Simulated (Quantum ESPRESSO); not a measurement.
# Planted mistakes on one cell of Hf2NbF3O5

The results below are calculated, not measured. They come from pw.x of Quantum ESPRESSO 7.5, a plane-wave density functional program, with PseudoDojo standard norm-conserving files (v0.5 for PBE, v0.4.1 for LDA and PBEsol). The cells are made up: elements, strain and atom displacements were drawn at random, and nothing was relaxed. There is no spin polarisation, spin-orbit coupling or dispersion term.

The hafnium file is less sure than the others, with forces about 3 percent (worst 6) and pressure in oxides about 1.5 GPa (worst 2.7) from a second method in checks, which no rerun with the same files tests.

The cell has 12 sites of a fluorite lattice. Sites 1 to 4 hold Hf Hf empty Nb; sites 5 to 12 hold F O O F O O O F. Cell vectors in Å: (5.044, 0.076, -0.028); (0.076, 5.189, -0.066); (-0.028, -0.066, 5.204). Settings: PBE, cutoff 1143 eV, 4 x 4 x 4 k mesh shifted by half a step, Fermi-Dirac smearing of 0.025 eV.

The intended run has a self-consistency threshold of 1e-07 eV, a smearing term of 0.000 eV, a pressure of -14.68 GPa and 19 iterations. Each further run changes one thing: atoms of sites 2 and 4 exchanged; cutoff 715 eV; k mesh 1 x 1 x 1; one electron removed; smearing 0.74 eV; threshold 0.8 eV. A coarse mesh keeps the shift, and a charged cell sits in a uniform background.

| run | change of free energy (eV) | smearing term -TS (eV) | change of P (GPa) | largest change of a force component (eV/Å) | iterations |
| --- | --- | --- | --- | --- | --- |
| A | -8.842 | -0.008 | -17.18 | 0.758 | 20 |
| B | 0.132 | 0.000 | -4.63 | 0.313 | 6 |
| C | -1.880 | -5.035 | 4.77 | 1.458 | 18 |
| D | 0.427 | 0.000 | 0.20 | 1.970 | 20 |
| E | -2.554 | 0.000 | -3.22 | 0.773 | 18 |
| F | 4.689 | 0.000 | -30.85 | 0.058 | 18 |

A rerun of the intended cell at 1467 eV and k mesh 6 x 6 x 6 moved values by no more than 0.002 eV in the cell's energy, 0.04 GPa in stress and 0.005 eV/Å in force.

Question: which change belongs to which run?

## Worked reading

Run B has the fewest iterations, as a run stopped early does. Run C has the largest smearing term, as wide smearing gives. Run F has a higher energy and the largest fall in pressure, as too small a basis gives. Energies from files of another functional, or of a charged cell, have another zero and say nothing on stability; the pressure of a charged cell rests on the program's zero of potential too.

## Key

| run | change |
| --- | --- |
| A | one electron removed |
| B | threshold 0.8 eV |
| C | smearing 0.74 eV |
| D | atoms of sites 2 and 4 exchanged |
| E | k mesh 1 x 1 x 1 |
| F | cutoff 715 eV |